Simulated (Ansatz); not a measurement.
**Data sheet: Ag (DFT)**

Ag:
```xyz
6
Lattice="0.0000 3.8596 3.8596 3.8596 0.0000 3.8596 3.8596 3.8596 0.0000" Properties=species:S:1:pos:R:3 pbc="T T T"
Ag     5.7894     5.7894     5.7894
Ag     3.8596     3.8596     3.8596
Ag     2.8947     0.9649     2.8947
Ag     0.9649     0.9649     0.9649
Ag     0.9649     2.8947     2.8947
Ag     2.8947     2.8947     0.9649
```

Space group Fd-3m (No. 227); conventional cell a = b = c = 7.7192 Å, α = β = γ = 90.00°.

Method: DFT-PBE in the program Ansatz with PAW potentials. Geometry: relaxed at this level of theory. Other levels are named where they apply.

### Cell and energy

```
Property              Value
---------------  ----------
Volume per atom    19.17 Å³
Density          9.35 g/cm³
```

### Electronic structure

```
Quantity                                                                    Result
------------------------------------  --------------------------------------------
Electronic character                                             metallic (no gap)
Density of states at the Fermi level  0.29 states/eV per atom (mean over ±0.08 eV)
Gap with spin–orbit coupling                                       none (metallic)
```

### Mechanics

```
Property                              Result
----------------------------------  --------
Bulk modulus (Birch–Murnaghan fit)  785 kbar
Pressure derivative B′                   5.7
```

The start of the workflow was typed in or built on a structure type; neither database checked (COD, Materials Project) lists it. It is not the phase usual at ambient conditions (space group No. 225). The cell was relaxed with PBE under the symmetry of its start; its stability against distortions is not shown here. The run is not spin-polarised. Spin–orbit coupling is left out wherever it is not named.

Potentials: the later of the program's two PAW sets.
